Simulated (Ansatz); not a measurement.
# Structures of TiAsS3: which is lowest?

Plane-wave DFT in Ansatz with scalar-relativistic PAW potentials, cutoff 420 eV, Γ-centred meshes chosen by cell and gap, Gaussian smearing with energies taken to zero width. Every cell was relaxed (cell and atoms) in a run of its own, within the symmetry of its start. Functional: PBE.

Relaxed structures (starts from databases or built by putting these elements on another compound's sites):
A. Pm-3m, 5 atoms in the computed cell, a = 4.683 Å; sites (symmetry × multiplicity) Ti m-3m × 1, As m-3m × 1, S 4/mm.m × 3; start: built
B. R3m, 5 atoms in the computed cell, a = 6.744 Å, c = 8.970 Å; sites (symmetry × multiplicity) Ti 3m × 3, As 3m × 3, S .m × 9; start: built

Rank them by energy. Could pressure change the order?

| structure | group | E − E(lowest) (meV/atom) | V (Å³/atom) | gap on mesh (eV) |
| --- | --- | --- | --- | --- |
| B | R3m | 0.0 | 23.56 | 0.00 |
| A | Pm-3m | 557 | 20.54 | 0.00 |

B is lowest, 557 meV/atom under A. A is denser by 3.01 Å³/atom, so pressure favours it: ΔE/ΔV, with ΔE in eV and 1 eV/Å³ = 160.2 GPa, gives about 30 GPa for equal enthalpy if both cells were rigid; at such pressures compression changes ΔV much, so this is a scale only. Other structures may lie lower than all of these, and vibrations aren't counted.

Spin polarisation was left out, and a magnetic state may lie lower.